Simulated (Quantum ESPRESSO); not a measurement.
## Al2Ru2SnTi3 in 6 site orders

These are calculations, not measurements. They come from Quantum ESPRESSO 7.5, a public plane-wave density functional program. Each row is one single-point run on a made-up periodic cell of eight metal atoms, with elements, volume, strain and displacements drawn at random and not relaxed, so a cell may be unstable or far from any real phase. There is no spin polarisation or spin-orbit coupling.

Settings: PBE unless stated; PseudoDojo standard norm-conserving files; Fermi-Dirac width 0.25 eV, which means electrons at about 2900 K; cutoff 1143 eV; 6 x 6 x 3 k mesh shifted half a step off Gamma. E is the free energy of the whole cell (internal energy minus TS), so a -TS column is already part of it. Stress is positive in tension, and the pressure P is minus a third of its trace.

Checks: one run of this series was repeated at a higher cutoff and on a denser mesh, which moved values by no more than 0.003 eV, 0.03 GPa and 0.003 eV/Å, and a second program with other atomic files agreed on it to 2 % rms in force and 0.5 GPa in pressure. Known limits: the tin pseudopotential is less sure than most, with forces differing by about three percent from a second method on plain tin; a spin test at this wide smearing found no moment, but such smearing suppresses magnetism that the real alloy may have.

The lattice is face-centred cubic, and the cell vectors in Å are (0.025, -0.027, -4.163); (4.093, 0.000, -0.025); (0.000, -8.320, -0.053), a volume of 141.75 Å³. The runs put one composition on the same eight displaced sites in different orders. E is counted from run 1, and the rms force is over all 24 components. Nothing is relaxed, so E mixes bonding between neighbours with strain on unrelaxed sites, and it is not an ordering energy.

| run | elements on sites 1 to 8 | E (eV) | -TS (eV) | rms force (eV/Å) | largest force (eV/Å) | P (GPa) |
|---|---|---|---|---|---|---|
| 1 | Sn Al Ti Ti Ru Al Ru Ti | 0.000 | -1.705 | 0.303 | 1.03 | -10.76 |
| 2 | Ti Ti Al Al Sn Ti Ru Ru | -0.173 | -1.636 | 0.272 | 0.74 | -11.21 |
| 3 | Ti Al Ti Ru Al Ru Ti Sn | 1.339 | -1.938 | 0.674 | 1.57 | -9.07 |
| 4 | Al Sn Al Ti Ru Ti Ti Ru | 0.405 | -1.826 | 0.294 | 0.95 | -10.38 |
| 5 | Ti Ti Sn Ru Al Ti Al Ru | 0.358 | -1.672 | 0.489 | 1.68 | -10.66 |
| 6 | Ti Sn Ti Ru Al Ti Ru Al | 0.734 | -1.761 | 0.505 | 1.37 | ? |

## Worked fit

A straight line through the runs shown gives P = -10.94 + 1.36 E GPa with E in eV, an error of 0.14 on the slope and a scatter of 0.16 GPa. At this fixed volume the orders of higher energy tend to have the higher pressure.

## Withheld value

Question: what pressure should run 6 give?

The fit gives -9.94 ± 0.18 GPa. The calculation gave -9.96 GPa.
